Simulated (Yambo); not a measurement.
Material: NaCl (rock salt, space group Fm-3m, No. 225) under isotropic strain of +2 % on all lattice vectors; a = b = c = 4.0416 Å, α = β = γ = 60.00° (2 atoms in the cell). The PBEsol cell relaxed from Materials Project entry mp-22862 was given an isotropic strain of +2 % on all lattice vectors, and the atoms were relaxed again.

With PBEsol (pw.x of Quantum ESPRESSO, ONCV potentials, scalar-relativistic), the gap between the mesh's edge points (Γ → Γ) is 4.796 eV.

Problem. Estimate the G0W0 gap between the same points from Yambo (4×4×4 Γ-centred k mesh, bands 2 to 98 and a 10 Ry block in the screening, 98 bands in G with the Bruneval-Gonze terminator, plasmon pole fitted at 27.2 eV).

Solution. The correction is 3.112 eV, giving 7.908 eV, 1.6 times the PBEsol value.  Convergence of the G0W0 settings was not tested.
